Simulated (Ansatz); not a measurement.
SiB12C2:
```
CELL_PARAMETERS angstrom
      2.82048     1.62840     4.20643
     -2.82048     1.62840     4.20643
      0.00000    -3.25681     4.20643
ATOMIC_POSITIONS crystal
  B  0.31612 0.80944 0.80944
  B  0.68388 0.19056 0.19056
  B  0.80944 0.31612 0.80944
  B  0.19056 0.68388 0.19056
  B  0.80944 0.80944 0.31612
  B  0.19056 0.19056 0.68388
  B  0.67277 0.99368 0.99368
  B  0.32723 0.00632 0.00632
  B  0.99368 0.67277 0.99368
  B  0.00632 0.32723 0.00632
  B  0.99368 0.99368 0.67277
  B  0.00632 0.00632 0.32723
  C  0.63480 0.63480 0.63480
  C  0.36520 0.36520 0.36520
  Si 0.50000 0.50000 0.50000
```

Relaxed with r²SCAN. Special points in fractions of this cell's reciprocal vectors: Γ (0.000, 0.000, 0.000); T (0.500, 0.500, 0.500); H2 (0.733, 0.267, 0.500); H0 (0.500, -0.267, 0.267); L (0.500, 0.000, 0.000); S0 (0.383, -0.383, 0.000); S2 (0.617, 0.000, 0.383); F (0.500, 0.000, 0.500).

Q: List the band energies nearest the valence-band maximum at these points for r²SCAN (plane waves, PAW; program Ansatz).

A: In eV from the valence-band maximum; about four levels below and three above (degenerate sets whole), none deeper than 8.9 eV; points with the same levels are listed once.

```csv
k,below,above
Γ,-1.60 -1.60 -1.22 -1.13 -1.13,4.22 4.83 4.83
T,-1.97 -1.76 -1.76 -0.88,1.96 1.96 3.02
H2,-2.54 -2.09 -1.74 -0.92,2.31 2.66 3.52
L,-2.15 -1.84 -1.81 -1.06,1.90 2.25 3.37
S0,-2.94 -2.25 -1.22 -0.60,2.06 2.72 3.30
F,-2.92 -2.15 -1.39 0.00,2.10 2.51 3.64
```

Space group R-3m. The start of the workflow was typed in or built on a structure type; neither database checked (COD, Materials Project) lists it. Its standing as an ambient phase is unchecked. The cell was relaxed with r²SCAN under the symmetry of its start; its stability against distortions is not shown here.

Potentials: the earlier of the program's two PAW sets.
